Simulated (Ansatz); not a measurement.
SiC₃:
```xyz
4
Lattice="2.7967 0.0000 0.0000 0.0000 2.7967 0.0000 0.0000 0.0000 4.0909" Properties=species:S:1:pos:R:3 pbc="T T T"
C      0.0000     0.0000     0.0000
C      0.0000     1.3983     3.2165
Si     1.3983     1.3983     2.0454
C      1.3983     0.0000     0.8743
```

Relaxed with r²SCAN.

Problem. Give the Bader charges and basin volumes of the independent atoms, plane-wave PAW r²SCAN (Ansatz code).

Solution. 

```tsv
atom	Bader charge (e)	Bader volume (Å³)
C1	+0.03	6.8
C2	-1.49	10.8
Si3	+2.94	3.7
```

Space group P-4m2. The start of the workflow was typed in or built on a structure type; neither database checked (COD, Materials Project) lists it. Whether it is the stable phase at ambient conditions was not checked. The cell was relaxed with r²SCAN under the symmetry of its start; its stability against distortions is not shown here. Its formation energy is positive at this level, so the cell may be metastable or incomplete.

Potentials: the earlier of the program's two PAW sets.
